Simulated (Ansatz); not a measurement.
Relaxed-ion elastic tensor of InO in space group P6_3/mmc (No. 194; In on 4f, O on 4f) in GPa (Voigt order), the program Ansatz at the LDA level (PAW); density 6.84 g/cm³, 15.87 Å³ per atom.

```
 124  94.7  84.4   0.0   0.0   0.0
94.7   124  84.4   0.0   0.0   0.0
84.4  84.4   211   0.0   0.0   0.0
 0.0   0.0   0.0  33.7   0.0   0.0
 0.0   0.0   0.0   0.0  33.7   0.0
 0.0   0.0   0.0   0.0   0.0  14.7
```

Is the crystal mechanically stable?

Yes: the smallest eigenvalue of C is 14.7 GPa.

Work out the Voigt, Reuss and Hill averages.

K_V = 110, K_R = 105, K_H = 107; G_V = 29.4, G_R = 23.1, G_H = 26.3 GPa.

Give Young's modulus, Poisson's ratio, Pugh's ratio and the universal anisotropy index.

E = 9KG/(3K + G) = 72.9 GPa; ν = 0.39; K/G = 4.09 (ductile by the Pugh limit of 1.75); A_U = 5G_V/G_R + K_V/K_R − 6 = 1.40.

Estimate the sound speeds and the Debye temperature.

v_l = √((K + 4G/3)/ρ) = 4560 m/s, v_t = √(G/ρ) = 1960 m/s, mean 2210 m/s; Θ = (h/k)(3n/4πV)^(1/3) v_m = 262 K.

How much does each axis shrink under pressure?

Linear compressibilities β_i = Σ_j S_ij (j = 1 to 3): x 4.0, y 4.0, z 1.6 per TPa.

A made-up cell: these elements were put on the sites of a structure type; neither database checked (COD, Materials Project) lists it. Its standing as an ambient phase is unchecked. Symmetry was held in the LDA relaxation; whether a distortion lowers the energy is not shown. As this level gives no gap, shear constants depend on the k-mesh and smearing (Fermi–Dirac, 0.1 eV here).

Potentials: the earlier of the program's two PAW sets. The files were generated under PBE; for other functionals the program regenerates the frozen cores, and for LDA and PBEsol the local potential too.
